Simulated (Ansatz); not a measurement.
## Br-81 nuclear quadrupole resonance in Cs3CdBr5

Cell: an entry of the Crystallography Open Database (COD), ions relaxed with PBE at fixed cell.

Space group I4/mcm (No. 140); a = 9.5630, c = 15.8619 Å.

| site | Wyckoff | site symmetry | x | y | z |
| --- | --- | --- | --- | --- | --- |
| Cs1 | 4a | 422 | 0.0000 | 0.0000 | 0.2500 |
| Cs3 | 8h | m.2m | 0.1561 | 0.6561 | 0.0000 |
| Cd | 4b | -42m | 0.5000 | 0.0000 | 0.2500 |
| Br9 | 4c | 4/m.. | 0.0000 | 0.0000 | 0.0000 |
| Br11 | 16l | ..m | 0.1534 | 0.6534 | 0.3494 |

One atom of each set is listed; the run and its k-mesh use a cell of 18 atoms with edges of 10.42, 10.42, 10.42 Å.

The numbers come from a DFT calculation in Ansatz (r2SCAN, plane waves and PAW, scalar-relativistic, 500 eV cutoff, Γ-centred 4×4×4 k-points, Fermi–Dirac smearing 0.02 eV).

Br-81: I = 3/2, Q = 257.9 mb (year-2017 value). Static lattice, zero field.

Sites with a gradient: Br9 (2 atoms; 6 Cs at 3.61–3.97 Å); Br11 (8 atoms; 1 Cd at 2.61 Å).

(1) The simulated spectrum has lines at 3.46, 67.4 MHz. Sort them into the sets that belong together, and say which site each set most likely comes from.

Answers

(1) For I = 3/2 there is one line, ν = (|C_Q|/2)(1 + η²/3)^½. Br9: 3.46 MHz (|C_Q| = 6.91 MHz, η = 0.00). Br11: 67.4 MHz (|C_Q| = 135 MHz, η = 0.01).

The sites follow from the calculation. An axis of threefold or higher order runs through Br9, so V_zz lies along it and η is zero. At Br11 V_zz points along its bond to Cd (within 1°). Like point charges on the first shell alone (each adding as 1/d³) would give the same order.

Without spin–orbit coupling (the program notes it for Cd and Cs) the gradients are little affected as a rule: paired runs on crystals with a gap mostly move them by under 2 % at such atoms.

The run took 3.3 min of wall time (6.4 min of CPU time) and 3.9 GiB at its peak, on 2 threads of Intel Xeon Processor @ 2.50GHz (Skylake/Cascade Lake) (x86_64; 62 cores open to the job, memory cap 5.0 GiB, no GPU), a shared host with a load of 0.8 a core.
